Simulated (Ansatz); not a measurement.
An ordered 8-atom cell of La3GaN4 on the wurtzite lattice (Cm) (it has left that coordination) at its r2SCAN geometry, run in Ansatz 0.2.0 at 3 levels of theory. The cell comes from a prototype generator: it can be a known phase or a hypothetical one. No magnetic order is allowed.

The PBE+SOC input:
```yaml
crystal:
  lattice:
    - [6.4526711326, -1.9423512531, 0.0277364043]
    - [6.4526711326, 1.9423512531, 0.0277364043]
    - [-2.7985635147, 0.0, 5.9177141034]
  atoms:
    - { symbol: Ga, position: [0.982131098, 0.982131098, 0.3260307318] }
    - { symbol: La, position: [0.2920127806, 0.2920127806, 0.985290743] }
    - { symbol: "N", position: [0.8144943621, 0.8144943621, 0.2025571686] }
    - { symbol: "N", position: [0.0813634011, 0.0813634011, 0.6445279993] }
    - { symbol: La, position: [0.517710289, 0.517710289, 0.7935867881] }
    - { symbol: La, position: [0.7227707993, 0.7227707993, 0.4585101073] }
    - { symbol: "N", position: [0.3276100652, 0.3276100652, 0.6528615283] }
    - { symbol: "N", position: [0.5119072048, 0.5119072048, 0.1866349337] }
kpoints:
  mp_grid: { grid: [8, 8, 4] }
  band_path:
    path:
      - [0.0, 0.0, 0.0]
      - [-0.277606328, 0.277606328, 0.0]
      - [0.277606328, 0.722393672, 0.0]
      - [0.5, 0.5, 0.0]
      - [0.5, 0.5, -0.5]
      - [0.2545503322, 0.7454496678, -0.5]
      - [-0.2545503322, 0.2545503322, -0.5]
      - [0.0, 0.0, -0.5]
      - [0.0, 0.5, -0.5]
      - [0.229167, -0.234375, -0.5]
    npoints: 1
hamiltonian:
  xc: pbe
scf:
  occupations: { method: fermi_dirac, width: 0.02 }
  n_extra_bands: 12
magnetization:
  noncollinear: true
  spin_orbit: true
output:
  forces: true
  stress: true
  eigenvalues: true
```

Main results, then, where recorded, the levels near the gap in eV from the Fermi energy (columns number the bands from 0), one row a point of the path (Γ, C, C₂, Y₂, M₂, D, D₂, A, L₂, (0.229, -0.234, -1/2)):
```
Crystal: 8 atoms, lattice volume = 148.639 Å³
Symmetry: 2 space group operations + 2 with time reversal
Magnetic group: BNS 8.33 (UNI 40)
```
```
Basis set: ecut = 420 eV, 2919 PW (Γ)
k-points: 78 of 256 (time reversal used)
SCF converged after 12 iterations
Free energy (F): -24092.747741 eV
Fermi energy:    10.344004 eV
--- Forces (eV/Å), atoms counted from 1 ---
  atom   1  Ga      0.09006      0.00000    -0.08739
  atom   2  La      0.01360      0.00000      0.00370
  atom   3  N     -0.23830      0.00000    -0.06520
  atom   4  N       0.02977      0.00000      0.28841
  atom   5  La      0.00811      0.00000      0.02736
  atom   6  La      0.03038      0.00000    -0.03261
  atom   7  N     -0.04112      0.00000    -0.01263
  atom   8  N       0.10762      0.00000    -0.12169
--- Stress (GPa, compression-positive) ---
        1.177684       0.000000       0.215217
        0.000000       1.168807       0.000000
        0.215216       0.000000       1.283730
  P = ⅓ Tr σ = 1.2101 GPa (12.101 kbar)
```
```tsv
band_60	band_61	band_62	band_63	band_64	band_65	band_66	band_67	band_68	band_69	band_70	band_71
-1.152	-1.152	-1.066	-1.066	-1.010	-1.010	0.215	0.215	1.890	1.890	2.428	2.428
-0.979	-0.944	-0.866	-0.851	-0.565	-0.475	1.637	1.656	2.115	2.145	2.285	2.297
-0.979	-0.944	-0.866	-0.851	-0.565	-0.475	1.637	1.656	2.115	2.145	2.285	2.297
-1.274	-1.274	-1.195	-1.195	-0.919	-0.919	0.960	0.960	1.981	1.981	2.391	2.391
-1.233	-1.233	-1.142	-1.142	-1.032	-1.032	1.208	1.208	1.835	1.835	2.288	2.288
-0.674	-0.617	-0.565	-0.549	-0.304	-0.234	1.469	1.521	2.061	2.091	2.497	2.517
-0.674	-0.617	-0.565	-0.549	-0.304	-0.234	1.469	1.521	2.061	2.091	2.497	2.517
-1.245	-1.245	-1.173	-1.173	-1.065	-1.065	1.129	1.129	2.014	2.014	2.195	2.195
-0.736	-0.736	-0.520	-0.520	-0.300	-0.300	1.572	1.572	2.046	2.046	2.542	2.542
-0.758	-0.690	-0.621	-0.570	-0.296	-0.205	1.553	1.602	2.036	2.077	2.537	2.553
```

With PBE+SOC the valence top lies at k = (0.229, -0.234, -1/2) and the conduction bottom at Γ, 0.42 eV higher; the smallest vertical gap, at Γ, is 1.22 eV.

r2SCAN. Against the first input these blocks differ (the band path and keys that only write files left aside):
```yaml
hamiltonian:
  xc: r2scan
scf:
  occupations: { method: fixed }
  n_extra_bands: 6
```
(magnetization left out)

```
Basis set: ecut = 500 eV, 3773 PW (Γ)
k-points: 78 of 256 (time reversal used)
SCF converged after 9 iterations
Free energy (F): -24132.527259 eV
Fermi energy:    9.957606 eV
--- Forces (eV/Å), atoms counted from 1 ---
  atom   1  Ga      0.00124      0.00000      0.00138
  atom   2  La      0.00185      0.00000    -0.00078
  atom   3  N     -0.00085      0.00000      0.00194
  atom   4  N     -0.00133      0.00000    -0.00228
  atom   5  La    -0.00145      0.00000      0.00095
  atom   6  La      0.00042      0.00000      0.00056
  atom   7  N     -0.00051      0.00000    -0.00107
  atom   8  N       0.00073      0.00000    -0.00084
--- Stress (GPa, compression-positive) ---
       -0.001913       0.000000       0.006939
        0.000000       0.004647       0.000000
        0.006939       0.000000       0.004633
  P = ⅓ Tr σ = 0.0025 GPa (0.025 kbar)
```
```tsv
band_30	band_31	band_32	band_33	band_34	band_35
-0.911	-0.817	-0.784	0.725	2.506	3.029
-0.692	-0.649	-0.260	2.151	2.724	2.900
-0.692	-0.649	-0.260	2.151	2.724	2.900
-1.014	-0.973	-0.670	1.455	2.559	3.017
-0.987	-0.917	-0.774	1.754	2.385	2.885
-0.358	-0.310	-0.009	2.012	2.672	3.110
-0.358	-0.310	-0.009	2.012	2.672	3.110
-0.994	-0.916	-0.831	1.642	2.598	2.817
-0.474	-0.259	-0.043	2.086	2.637	3.157
-0.454	-0.342	0.015	2.099	2.649	3.152
```

r2SCAN gives an indirect gap of 0.71 eV, from k = (0.229, -0.234, -1/2) to Γ; the least direct gap is 1.51 eV at Γ. The mean stress is close to zero (0.00 GPa).

**Question.** In the first input these blocks are replaced (the band path and keys that only write files left aside):
```yaml
kpoints:
  mp_grid: { grid: [4, 4, 4] }
hamiltonian:
  xc: pbe0
scf:
  occupations: { method: fixed }
  n_extra_bands: 6
```
(magnetization left out)
What comes out?

**Answer.**
```
Basis set: ecut = 420 eV, 2919 PW (Γ)
k-points: 24 of 64 (time reversal used)
Exchange kernel: α = 0.2500, full range, Wigner–Seitz truncation, v(0) = 15124.4052 eV·Å³, q-mesh 4×4×4
hybrid outer 1: dexx = +8.955e-2 eV, tail = 1.81e-4 eV
hybrid outer 2: dexx = +6.521e-6 eV, tail = 9.86e-8 eV, Δε = 4.08e-3 eV, ΔF = 7.35e-3 eV/Å
hybrid outer 3: dexx = +2.336e-9 eV, tail = 1.51e-9 eV, Δε = 7.22e-5 eV, ΔF = 1.13e-4 eV/Å
hybrid SCF converged: 3 outer / 18 inner (+6 warm-up)
Free energy (F): -24087.132779 eV
Fermi energy:    9.108531 eV
--- Forces (eV/Å), atoms counted from 1 ---
  atom   1  Ga    -0.01542      0.00000    -0.05077
  atom   2  La      0.17621      0.00000      0.04863
  atom   3  N     -0.06175      0.00000    -0.10495
  atom   4  N     -0.05242      0.00000      0.14696
  atom   5  La    -0.16646      0.00000    -0.07118
  atom   6  La      0.12265      0.00000      0.01398
  atom   7  N     -0.03676      0.00000      0.02237
  atom   8  N       0.03395      0.00000    -0.00506
--- Stress (GPa, compression-positive) ---
       -0.873528       0.000000      -0.076233
        0.000000      -0.600186       0.000000
       -0.076233       0.000000      -0.812800
  P = ⅓ Tr σ = -0.7622 GPa (-7.622 kbar)
```
```tsv
band_30	band_31	band_32	band_33	band_34	band_35
-0.854	-0.847	-0.763	2.032	4.014	4.568
-0.774	-0.675	-0.205	3.569	4.180	4.485
-0.774	-0.675	-0.205	3.569	4.180	4.485
-1.050	-1.005	-0.661	2.883	4.163	4.639
-1.013	-0.881	-0.809	3.224	3.944	4.466
-0.357	-0.346	-0.009	3.419	4.158	4.749
-0.357	-0.346	-0.009	3.419	4.158	4.749
-0.996	-0.952	-0.787	3.082	4.247	4.460
-0.506	-0.275	-0.034	3.510	4.118	4.785
-0.475	-0.362	0.015	3.516	4.135	4.799
```
The PBE0 gap is indirect, 2.02 eV (k = (0.229, -0.234, -1/2) to Γ), below the direct gap of 2.79 eV at Γ. The mean pressure at these positions is -0.8 GPa, compression counted positive. (The program warns that its thresholds are loose for a hybrid's stress.)

Small level splittings and stresses of the hybrids carry the error of their coarser meshes.

Totals of different functionals, or with and without spin-orbit coupling, can't be compared.

Only the levels marked +SOC include spin-orbit coupling.

The meshes of the hybrids are coarse, so their gaps aren't converged to the digits shown.
